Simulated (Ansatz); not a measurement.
Si$_{2}$MoN$_{4}$:
```
CELL_PARAMETERS angstrom
      2.89206     0.00000     0.00000
     -1.44603     2.50460     0.00000
      0.00000     0.00000    20.66605
ATOMIC_POSITIONS crystal
  Mo 0.33333 0.66667 0.25000
  Mo 0.66667 0.33333 0.75000
  N  0.66667 0.33333 0.31015
  N  0.33333 0.66667 0.81015
  N  0.33333 0.66667 0.68985
  N  0.66667 0.33333 0.18985
  Si 0.66667 0.33333 0.39431
  Si 0.33333 0.66667 0.89431
  Si 0.33333 0.66667 0.60569
  Si 0.66667 0.33333 0.10569
  N  0.00000 0.00000 0.41895
  N  0.00000 0.00000 0.91895
  N  0.00000 0.00000 0.58105
  N  0.00000 0.00000 0.08105
```

PBE+D3(BJ) in the plane-wave PAW code Ansatz gives a gap of 1.72 eV without spin–orbit coupling, maximum at Γ, minimum at H.

### Question
What happens when spin–orbit coupling is switched on?

### Answer
The gap is nearly the same, to 1.72 eV; maximum at Γ, minimum at H.

### Question
Give the hole effective mass with spin–orbit coupling.

### Answer
1.2, 1.2, 1.3 mₑ (principal values).

Space group P6_3/mmc. The start of the workflow was typed in or built on a structure type; neither database checked (COD, Materials Project) lists it. Whether it is the stable phase at ambient conditions was not checked. Symmetry was held in the PBE+D3(BJ) relaxation; its stability against distortions is not shown here. The workflow began spin-polarised and lost its moments.

Potentials: the later of the program's two PAW sets.
